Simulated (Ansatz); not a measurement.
CdF2 (fluorite), relaxed and computed with several functionals in Ansatz (plane waves, PAW).

```json
[
 {"functional": "PBE", "a (Å)": "5.481", "gap (eV)": "2.92", "B₀ by P(V) fit (GPa)": "93.4"},
 {"functional": "LDA", "a (Å)": "5.297", "gap (eV)": "2.99", "B₀ by P(V) fit (GPa)": "127"},
 {"functional": "r²SCAN", "a (Å)": "5.388", "gap (eV)": "3.79", "B₀ by P(V) fit (GPa)": "113"},
 {"functional": "HSE06", "a (Å)": "5.418", "gap (eV)": "5.14", "B₀ by P(V) fit (GPa)": "103"}
]
```

All cells were relaxed under the symmetry of their starts (and spin orders); stability against distortions was not tested throughout. Spin–orbit coupling is left out wherever it is not named.

Potentials: the later of the program's two PAW sets.

Ansatz (a quantum-chemistry and plane-wave program) is a plane-wave DFT program.
